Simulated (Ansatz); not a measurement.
## Relaxing a structure of SiO₂

The start is a relaxed SiO2 cell deformed by the Cartesian strain tensor (xx, yy, zz, yz, xz, xy) = (0.057, -0.002, -0.113, -0.030, -0.019, -0.003). A full variable-cell relaxation at zero pressure is run with r2SCAN (plane waves to 500 eV, PAW, scalar-relativistic; Ansatz, an electronic-structure program). The first steps use a coarse 5×6×10 k-mesh.

Input geometry:
```yaml
crystal:
  lattice:
    - [4.42328, -0.01465, -0.08160]
    - [-0.01465, 4.17638, -0.12345]
    - [-0.05203, -0.07872, 2.36691]
  atoms:
    - { symbol: Si, position: [0.50000, 0.50000, 0.50000] }
    - { symbol: Si, position: [0.00000, 0.00000, 0.00000] }
    - { symbol: O, position: [0.80610, 0.80610, 0.50000] }
    - { symbol: O, position: [0.30610, 0.69390, 0.00000] }
    - { symbol: O, position: [0.69390, 0.30610, 0.00000] }
    - { symbol: O, position: [0.19390, 0.19390, 0.50000] }
```

```yaml
initial_pressure: "+42.3 GPa (positive: the cell is compressed)"
largest_initial_force: 1.17 eV/Å, on O3, O6 (atoms numbered as listed)
energy_released: 0.33 eV/atom
relative_to_the_parent: It relaxes back to the parent, P4₂/mnm (No. 136)
band_gap_at_the_end: 6.53 eV, direct at Γ (no spin-orbit coupling)
optimiser_moves: 6
```

Final structure:

```cif
data_O4Si2
_chemical_formula_sum 'Si2 O4'
_space_group_name_H-M_alt 'P42/mnm'
_space_group_IT_number 136
_space_group_name_Hall '-P 4n 2n'
_cell_length_a 4.18477
_cell_length_b 4.18477
_cell_length_c 2.66842
_cell_angle_alpha 90.000
_cell_angle_beta 90.000
_cell_angle_gamma 90.000
loop_
_atom_site_label
_atom_site_type_symbol
_atom_site_symmetry_multiplicity
_atom_site_Wyckoff_symbol
_atom_site_fract_x
_atom_site_fract_y
_atom_site_fract_z
_atom_site_occupancy
Si1 Si 2 a 0.00000 0.00000 0.00000 1
O1 O 4 f 0.30610 0.30610 0.00000 1
```

Final values are on a 8×8×12 k-mesh of the relaxed cell. No spin polarisation in the result.

The run could not lose the symmetry of its start.
